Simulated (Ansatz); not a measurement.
SiN2: computed property card

SiN₂:
```xyz
12
Lattice="4.4704 0.0000 0.0000 0.0000 4.4704 0.0000 0.0000 0.0000 4.4704" Properties=species:S:1:pos:R:3 pbc="T T T"
Si     0.0000     2.2352     2.2352
Si     2.2352     0.0000     2.2352
Si     0.0000     0.0000     0.0000
Si     2.2352     2.2352     0.0000
N      2.6599     4.0457     0.4247
N      0.4247     2.6599     4.0457
N      2.6599     2.6599     2.6599
N      1.8105     1.8105     1.8105
N      4.0457     0.4247     2.6599
N      4.0457     1.8105     0.4247
N      0.4247     4.0457     1.8105
N      1.8105     0.4247     4.0457
```

Space group Pa-3 (No. 205); conventional cell a = b = c = 4.4704 Å, α = β = γ = 90.00°.

Method: PBE in the plane-wave PAW code Ansatz. Structure relaxed to zero pressure with the same functional. Other levels are named where they apply.

### Cell and energy

```json
{
  "volume_per_atom": "7.45 Å³",
  "density": "4.17 g/cm³",
  "Formation energy from the elements (no fitted shifts)": "-44 kJ/mol-atom"
}
```

### Electronic structure

```json
{
 "band_gap": "5.04 eV (indirect)",
 "valence_band_maximum": "on the Γ–X line, 60 % of the way from Γ",
 "conduction_band_minimum": "on the Γ–R line, 52 % of the way from Γ (8 equivalent valleys)",
 "smallest_direct_gap_on_the_standard_path": "5.69 eV",
 "electron_effective_mass": "0.36, 1.0, 1.0 mₑ (principal values)"
}
```

### Mechanics

```json
{
 "Bulk modulus (Birch–Murnaghan fit)": "320 GPa",
 "Pressure derivative B′": "4.3"
}
```

The start of the workflow was typed in or built on a structure type; neither database checked (COD, Materials Project) lists it. Whether it is the stable phase at ambient conditions was not checked. The PBE relaxation kept the symmetry of its start; whether a distortion lowers the energy is not shown. The references are the lowest solids computed at this level, not always the standard phases (solids in place of the gases).

Potentials: the earlier of the program's two PAW sets.
